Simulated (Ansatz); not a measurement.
The relaxed structure here is a generated cell of YSi2: the first start was made by placing the elements on the sites of a structure type, and the end was not matched to a known phase here, so it may be hypothetical.

A relaxed structure of YSi2. All values below come from r2SCAN (plane waves to 500 eV, PAW, scalar-relativistic; Ansatz, a program for electronic structure).

```
CELL_PARAMETERS angstrom
     -2.14721     2.76229     3.11856
      2.14721    -2.76229     3.11856
      2.14721     2.76229    -3.11856
ATOMIC_POSITIONS crystal
  Y  0.00000 0.00000 0.00000
  Si 0.67881 0.17881 0.50000
  Si 0.32119 0.82119 0.50000
```

### Question
Determine the symmetry and give the standard cell with its independent sites.

### Answer
Space group Immm (No. 71); a = 4.2944 Å, b = 5.5246 Å, c = 6.2371 Å, α = 90.00°, β = 90.00°, γ = 90.00°

```csv
atom,site,symmetry,x,y,z
Y,2a,mmm,0.0000,0.0000,0.0000
Si,4j,mm2,0.0000,0.5000,0.1788
```

### Question
Give the shortest distances between elements (the closest pairs, up to four, under 3.6 Å).

### Answer
Si–Si 2.23 Å; Si–Y 2.94 Å.

```yaml
volume_per_atom: 24.66 Å³
band_gap: zero (metallic)
```

No spin polarisation in the result. The relaxed primitive cell holds an odd number of electrons. A magnetic state may lie lower.

The run could not lower the symmetry of its start; a shaken copy of this end point relaxes with r2SCAN to R-3m (No. 166), 0.55 eV/atom lower.
